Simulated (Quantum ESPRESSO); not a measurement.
# Kohn-Sham bands of SiS$_{2}$ (I-42d)

```yaml
crystal:
  lattice:
    - [5.55923, 0.00000, 0.00000]
    - [0.00000, 5.55923, 0.00000]
    - [-2.77962, -2.77962, 4.33698]
  atoms:
    - { symbol: Si, position: [0.25000, 0.75000, 0.50000] }
    - { symbol: Si, position: [0.00000, 0.00000, 0.00000] }
    - { symbol: S, position: [0.12500, 0.09201, 0.75000] }
    - { symbol: S, position: [0.34201, 0.87500, 0.25000] }
    - { symbol: S, position: [0.62500, 0.65799, 0.75000] }
    - { symbol: S, position: [0.90799, 0.37500, 0.25000] }
```

Cell from Materials Project (mp-7583), symmetrised, no further relaxation. COD (Crystallography Open Database) has the formula in 2 space groups, this one among them (matched by group alone). Level: PBEsol, no spin polarisation, no spin-orbit coupling; pw.x of Quantum ESPRESSO at 42 Ry with PseudoDojo potentials, 8×8×8 k-points, Wannier90. Density: 8×8×8 mesh, cold smearing 0.01 Ry.

Energies are relative to the valence-band maximum; weights are on the orthonormalised atomic waves of the pseudopotential files, averaged over the group. 32 electrons a cell are treated as valence.

| bands | from (eV) | to (eV) | filling | weight on atomic waves |
|---|---|---|---|---|
| 1–4 | -14.19 | -11.33 | filled | (withheld) |
| 5–16 | -8.41 | 0.00 | filled | (withheld) |

Problem. Which atomic shells make up each group?

Solution. 
- 1–4, weight on atomic waves: S 3s 68 %, Si 3p 17 %, Si 3s 11 %
- 5–16, weight on atomic waves: S 3p 75 %, Si 3p 13 %, S 3s 6 %

The Kohn-Sham gap over both meshes and the path is 3.07 eV.
